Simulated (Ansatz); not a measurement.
Geometry optimisation in Ansatz: input, command and trajectory.

```yaml
crystal:
  lattice:
    - [1.445, -4.6565, 0.0]
    - [1.445, 4.6565, 0.0]
    - [0.0, 0.0, 7.258]
  atoms:
    - { symbol: Re, position: [0.5738, 0.4262, 0.25] }
    - { symbol: Re, position: [0.4262, 0.5738, 0.75] }
    - { symbol: Re, position: [0.8655, 0.1345, 0.062] }
    - { symbol: Re, position: [0.1345, 0.8655, 0.562] }
    - { symbol: Re, position: [0.1345, 0.8655, 0.938] }
    - { symbol: Re, position: [0.8655, 0.1345, 0.438] }
    - { symbol: B, position: [0.256, 0.744, 0.25] }
    - { symbol: B, position: [0.744, 0.256, 0.75] }
basis:
  ecutwfc: 500
kpoints:
  mp_grid: { grid: [12, 12, 6] }
hamiltonian:
  xc: r2scan
scf:
  occupations: { method: gaussian, width: 0.1 }
output:
  forces: true
  stress: true
  eigenvalues: true
  write_density: true
  write_potential: true
  elf: true
  volumetric_format: npy
relax:
  adjacent_minimum: "off"
  f_tol: 0.005
  max_steps: 80
  cell: { stress_tol: 0.05 }
```

```bash
ansatz run input.yaml --threads 2 --pin off --max-ram 5120MiB --backend cpu --events-out ev --progress --plain --runs-dir out
```

All numbers below come from DFT r2SCAN, scalar-relativistic, plane waves, PAW (Ansatz 0.2.0).

Of 7 frames 6 are shown, positions in Å and forces in eV/Å; the SCF threshold varies from step to step. Steps run on the plane waves of an earlier cell, with a Pulay correction in the pressure. The basis is chosen afresh for the last frame, the zero of the energies, and at times for earlier ones too; energy and pressure step there, also at an unchanged geometry. The mark taken_back stands on steps that the optimiser undid.

```xyz
8
Lattice="1.4450 -4.6565 0.0000 1.4450 4.6565 0.0000 0.0000 0.0000 7.2580" Properties=species:S:1:pos:R:3:forces:R:3 pbc="T T T" step=1 free_energy_over_end_meV_per_atom=4.20 pressure_GPa=3.04
Re    1.4450   -0.6873    1.8145    0.0000   -0.2504    0.0000
Re    1.4450    0.6873    5.4435    0.0000    0.2504    0.0000
Re    1.4450   -3.4039    0.4500    0.0000   -0.1966    0.3026
Re    1.4450    3.4039    4.0790    0.0000    0.1966    0.3026
Re    1.4450    3.4039    6.8080    0.0000    0.1966   -0.3026
Re    1.4450   -3.4039    3.1790    0.0000   -0.1966   -0.3026
B     1.4450    2.2724    1.8145    0.0000    0.2035    0.0000
B     1.4450   -2.2724    5.4435    0.0000   -0.2035    0.0000
8
Lattice="1.4667 -4.6907 0.0000 1.4667 4.6907 0.0000 0.0000 0.0000 7.2805" Properties=species:S:1:pos:R:3:forces:R:3 pbc="T T T" step=2 free_energy_over_end_meV_per_atom=6.87 pressure_GPa=-5.93 taken_back
Re    1.4667   -0.7332    1.8201    0.0000    0.2466    0.0000
Re    1.4667    0.7332    5.4604    0.0000   -0.2466    0.0000
Re    1.4667   -3.4426    0.4796    0.0000    0.0000   -0.1678
Re    1.4667    3.4426    4.1199    0.0000    0.0000   -0.1678
Re    1.4667    3.4426    6.8009    0.0000    0.0000    0.1678
Re    1.4667   -3.4426    3.1607    0.0000    0.0000    0.1678
B     1.4667    2.2873    1.8201    0.0000    0.1136    0.0000
B     1.4667   -2.2873    5.4604    0.0000   -0.1136    0.0000
8
Lattice="1.4502 -4.6701 0.0000 1.4502 4.6701 0.0000 0.0000 0.0000 7.2819" Properties=species:S:1:pos:R:3:forces:R:3 pbc="T T T" step=3 free_energy_over_end_meV_per_atom=0.23 pressure_GPa=-0.53
Re    1.4502   -0.7098    1.8205    0.0000    0.0218    0.0000
Re    1.4502    0.7098    5.4614    0.0000   -0.0218    0.0000
Re    1.4502   -3.4229    0.4691    0.0000   -0.0512    0.0645
Re    1.4502    3.4229    4.1101    0.0000    0.0512    0.0645
Re    1.4502    3.4229    6.8127    0.0000    0.0512   -0.0645
Re    1.4502   -3.4229    3.1718    0.0000   -0.0512   -0.0645
B     1.4502    2.2864    1.8205    0.0000    0.0608    0.0000
B     1.4502   -2.2864    5.4614    0.0000   -0.0608    0.0000
8
Lattice="1.4484 -4.6704 0.0000 1.4484 4.6704 0.0000 0.0000 0.0000 7.2856" Properties=species:S:1:pos:R:3:forces:R:3 pbc="T T T" step=4 free_energy_over_end_meV_per_atom=0.05 pressure_GPa=-0.22
Re    1.4484   -0.7099    1.8214    0.0000    0.0329    0.0000
Re    1.4484    0.7099    5.4642    0.0000   -0.0329    0.0000
Re    1.4484   -3.4247    0.4727    0.0000   -0.0198    0.0158
Re    1.4484    3.4247    4.1155    0.0000    0.0198    0.0158
Re    1.4484    3.4247    6.8128    0.0000    0.0198   -0.0158
Re    1.4484   -3.4247    3.1701    0.0000   -0.0198   -0.0158
B     1.4484    2.2926    1.8214    0.0000   -0.0009    0.0000
B     1.4484   -2.2926    5.4642    0.0000    0.0009    0.0000
8
Lattice="1.4477 -4.6704 0.0000 1.4477 4.6704 0.0000 0.0000 0.0000 7.2853" Properties=species:S:1:pos:R:3:forces:R:3 pbc="T T T" step=5 free_energy_over_end_meV_per_atom=0.03 pressure_GPa=0.00
Re    1.4477   -0.7084    1.8213    0.0000    0.0013    0.0000
Re    1.4477    0.7084    5.4640    0.0000   -0.0013    0.0000
Re    1.4477   -3.4257    0.4734    0.0000    0.0050    0.0033
Re    1.4477    3.4257    4.1160    0.0000   -0.0050    0.0033
Re    1.4477    3.4257    6.8119    0.0000   -0.0050   -0.0033
Re    1.4477   -3.4257    3.1693    0.0000    0.0050   -0.0033
B     1.4477    2.2933    1.8213    0.0000   -0.0024    0.0000
B     1.4477   -2.2933    5.4640    0.0000    0.0024    0.0000
8
Lattice="1.4476 -4.6707 0.0000 1.4476 4.6707 0.0000 0.0000 0.0000 7.2850" Properties=species:S:1:pos:R:3:forces:R:3 pbc="T T T" step=7 free_energy_over_end_meV_per_atom=0.00 pressure_GPa=0.02
Re    1.4476   -0.7085    1.8213    0.0000    0.0011    0.0000
Re    1.4476    0.7085    5.4638    0.0000   -0.0011    0.0000
Re    1.4476   -3.4257    0.4736    0.0000   -0.0022   -0.0035
Re    1.4476    3.4257    4.1161    0.0000    0.0022   -0.0035
Re    1.4476    3.4257    6.8115    0.0000    0.0022    0.0035
Re    1.4476   -3.4257    3.1689    0.0000   -0.0022    0.0035
B     1.4476    2.2931    1.8213    0.0000    0.0034    0.0000
B     1.4476   -2.2931    5.4638    0.0000   -0.0034    0.0000
```

Time: 5.8 min on 2 threads of Arm Neoverse V2 (shared host), peak memory 1.3 GiB.

Spin–orbit coupling is left out, which can shift energies with elements as heavy as these.